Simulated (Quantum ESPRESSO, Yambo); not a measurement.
A free-standing PtSe2/SnS2 heterobilayer (symmetry P3m1, slab cell 25.9 Å high): one geometry, one set of norm-conserving PBE (stringent potentials; Quantum ESPRESSO, 104 Ry, no spin-orbit coupling) orbitals, self-energies from Yambo (6×6×1 Γ-centred k mesh, bands 27 to 230 and a 6 Ry block in the screening, 230 bands in G with the Bruneval-Gonze terminator, plasmon pole fitted at 27.2 eV, slab-truncated Coulomb interaction, stochastic integration of W near q = 0).

```csv
level,"gap (0, 0.167) → M (eV)","direct gap at (0, 0.167) (eV)"
PBE (Quantum ESPRESSO),0.36,1.34
exchange only (Hartree-Fock self-energy on PBE orbitals),5.49,6.43
"G0W0@PBE, plasmon pole",[?],[?]
```

Problem. Some entries are withheld; supply them.

Solution. 
- G0W0@PBE, plasmon pole, gap (0, 0.167) → M (eV): 0.96
- G0W0@PBE, plasmon pole, direct gap at (0, 0.167) (eV): 2.02

Bare exchange has no screening and gives the widest gap. All rows use the PBE edge points; in the exchange only run other k points give a smaller gap, 5.42 eV.

Convergence of the G0W0 settings was not tested.

Geometry relaxed with PBE+D3(BJ); primitive cell a = b = 3.704 Å, c = 25.900 Å, α = β = 90.00°, γ = 120.00°.
